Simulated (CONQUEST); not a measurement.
A self-consistent single point of CdTe (F-43m, 8 atoms in the cell; from Materials Project mp-406, changed as shown) with CONQUEST.

Level of theory: PBE, numerical atomic orbitals double-zeta with polarisation (the shipped basis), PseudoDojo norm-conserving potentials made for PBE (CONQUEST).

The change in words: lattice scaled by 0.98. Reference geometry (F-43m):
```xyz
8
Lattice="6.5642 0.0000 0.0000 0.0000 6.5642 0.0000 0.0000 0.0000 6.5642" Properties=species:S:1:pos:R:3 pbc="T T T"
Cd     0.0000     0.0000     0.0000
Cd     0.0000     3.2821     3.2821
Cd     3.2821     0.0000     3.2821
Cd     3.2821     3.2821     0.0000
Te     1.6411     1.6411     4.9232
Te     1.6411     4.9232     1.6411
Te     4.9232     1.6411     1.6411
Te     4.9232     4.9232     4.9232
```

Reference input (self-consistent single point, DFT, PBE, numerical atomic orbitals double-zeta with polarisation (the shipped basis), PseudoDojo norm-conserving potentials made for PBE): basis = DZP; Diag.MPMeshX, Y, Z = 4 4 4; potentials = PseudoDojo norm-conserving PBE; Grid.GridCutoff = 140 Ha; DM.SolutionMethod = diagon; Diag.kT = 0.000735 Ha; Diag.GammaCentred = true; minE.SCTolerance = 1.0e-07; SC.MaxIters = 100; SC.LinearMixingFactor = 0.3; AtomMove.TypeOfRun = static. This run's input differs from it in these lines:

```diff
@@ -27,5 +27,5 @@
 # file: coords.dat
-    12.404596919      0.000000000      0.000000000
-     0.000000000     12.404596919      0.000000000
-     0.000000000      0.000000000     12.404596919
+    12.156504225      0.000000000      0.000000000
+     0.000000000     12.156504225      0.000000000
+     0.000000000      0.000000000     12.156504225
 8
```

Log, with long lists cut:

```
    new_SC_potl: Starting.  Tolerance:  0.10000E-06

    PulayMixSC: Starting Pulay mixing, A_up =  0.300 A_dn =  0.300
    PulayMixSC: Spin non-polarised calculation.
          Harris-Foulkes Energy            :     -1120.848159866076230 Ha
          (TS=0 as O(N) or entropic contribution is negligible)
          DFT Total Energy                 :     -1120.753664651888130 Ha
          Total number of electrons        :       143.999999999996334
    PulayMixSC: Pulay iteration     1 residual:              0.78814E-03
          Harris-Foulkes Energy            :     -1120.810570522668286 Ha
   [... lines left out ...]
          (TS=0 as O(N) or entropic contribution is negligible)
          DFT Total Energy                 :     -1120.804776726178716 Ha
          Total number of electrons        :       144.000145171347725
    PulayMixSC: Pulay iteration     7 residual:              0.19438E-06
          Harris-Foulkes Energy            :     -1120.804776727602075 Ha
          (TS=0 as O(N) or entropic contribution is negligible)
          DFT Total Energy                 :     -1120.804776727568424 Ha
          Total number of electrons        :       144.000145175271314
    PulayMixSC: Pulay iteration     8 residual:              0.82533E-07
    PulayMixSC: Reached SCF tolerance of  0.82533E-07 after      8 iterations
      | Number of electrons      =       144.000145
      |* band energy as 2Tr[K.H] =      -180.766704880572831 Ha
      |  screened ion-ion energy =      -893.260665315957567 Ha
      |  Ha correction           =         4.057160275776584 Ha
      |  XC correction           =       -50.834565194661835 Ha
      |* Harris-Foulkes energy   =     -1120.804776727602075 Ha
      |* DFT total energy        =     -1120.804776727568424 Ha
      |  estimated accuracy      =        -0.000000000033651 Ha

    force: Forces on atoms (Ha/a0)
    force:  Atom   X              Y              Z
    force:     1   0.0000000000  -0.0000000000  -0.0000000000
   [... zero for the other atoms too ...]

    force: Maximum force :        0.00000000(Ha/a0) on atom         2 in z direction
    force: Force Residual:        0.00000000 Ha/a0
    force: Total stress:         -4.37217881    -4.37217881    -4.37217881 GPa
    force: Average pressure:      4.37217881 GPa

    force: Finished force
    get_E_and_F: Change in energy during last step of electronic optimisation:  0.15486E-08
```

The run converged in 8 iterations. CONQUEST prints the stress tensor with tension positive. Against the reference run the free energy rises by 36.9 meV/atom, the pressure goes from 1.47 to 4.37 GPa and the gap on the mesh goes from 0.832 to 1.042 eV.

Spin-orbit coupling is left out, which matters for bands and gaps with elements this heavy. The program uses no crystal symmetry, so grid and mesh can part values that symmetry would make equal. The atom-centred basis is finite, which shifts total energies, pressures and gaps against plane waves. The structure comes from a collection of computed structures, made at another level of theory; the collection holds predicted forms beside known ones.

Cost on one core: about 80 core-seconds (a rough figure).
